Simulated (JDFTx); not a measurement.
Al(110) slab cut from bulk Al (space group Fm-3m, indices of the conventional cell, lattice of the Materials Project entry mp-134, not re-optimised): 5 atoms in 5 planes, a 1x1 cell of 11.54 Å² (|a| = 4.039, |b| = 2.856 Å), 5.7 Å between the outermost planes, cell height 29.7 Å, 6×8×1 k mesh, Fermi smearing 0.01 Ha, no spin polarisation.

Computed with JDFTx (a modified build): PBE, GBRV ultrasoft potentials, plane waves to 20/100 Ha. Unrelaxed slab in linear PCM (GLSSA13), water, with a linear (Debye) 1:1 salt. C is the mean capacitance on the negative side of zero charge, good to about 1.5 %; C_d = ε₀ε/λ is the diffuse-layer value.

```json
[
 {"salt": "0.1 M", "λ (Å)": "9.61", "1000/C_d (cm²/μF)": "13.85", "1000/C (cm²/μF)": "65.6"},
 {"salt": "0.3 M", "λ (Å)": "5.55", "1000/C_d (cm²/μF)": "7.99", "1000/C (cm²/μF)": "59.9"},
 {"salt": "1 M", "λ (Å)": "3.04", "1000/C_d (cm²/μF)": "4.38", "1000/C (cm²/μF)": "withheld"},
 {"salt": "3 M", "λ (Å)": "1.75", "1000/C_d (cm²/μF)": "2.53", "1000/C (cm²/μF)": "54.4"}
]
```

Fit the Parsons-Zobel line 1000/C = m·(1000/C_d) + q to the other rows by least squares, predict the withheld value, and compare with the run.

The fit gives m = 0.989, q (cm²/μF) = 51.9, with a root-mean-square miss of 0.05 cm²/μF on its own rows. It predicts 56.3 cm²/μF; the run gives 56.1 cm²/μF, a miss of 0.2 cm²/μF.

Two capacitors in series would give m = 1; the intercept corresponds to an inner capacitance of 19.3 μF/cm².
